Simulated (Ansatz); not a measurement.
Si2W (MoSi2 or CaC2 type, space group No. 139) at seven volumes, plane-wave PAW LDA (Ansatz code), shape and atoms relaxed at each. One row is withheld.

| V (Å³/atom) | P (GPa) |
|---|---|
| 11.964 | 27.58 |
| 12.358 | ? |
| 12.753 | 7.76 |
| 13.147 | 0.00 |
| 13.542 | -6.61 |
| 13.936 | -12.22 |
| 14.331 | -16.97 |

Fit the shown pressures and predict the withheld one.

Third-order Birch–Murnaghan: P = (3/2)B₀(x^(7/2) − x^(5/2))[1 + (3/4)(B′ − 4)(x − 1)] with x = (V₀/V)^(2/3). Least squares on the six rows gives V₀ = 13.147 Å³/atom, B₀ = 237.8 GPa, B′ = 4.38. At V = 12.358, x = 1.0421 and P = 16.86 GPa. The run itself gave 16.88 GPa.

Space group I4/mmm (MoSi2 or CaC2 type). The cell was relaxed with LDA under the symmetry of its start. The run is not spin-polarised. Scalar-relativistic: spin–orbit coupling is off unless named, which matters more the heavier the elements.

Potentials: the earlier of the program's two PAW sets. The files were generated under PBE; for other functionals the program regenerates the frozen cores, and for LDA and PBEsol the local potential too.
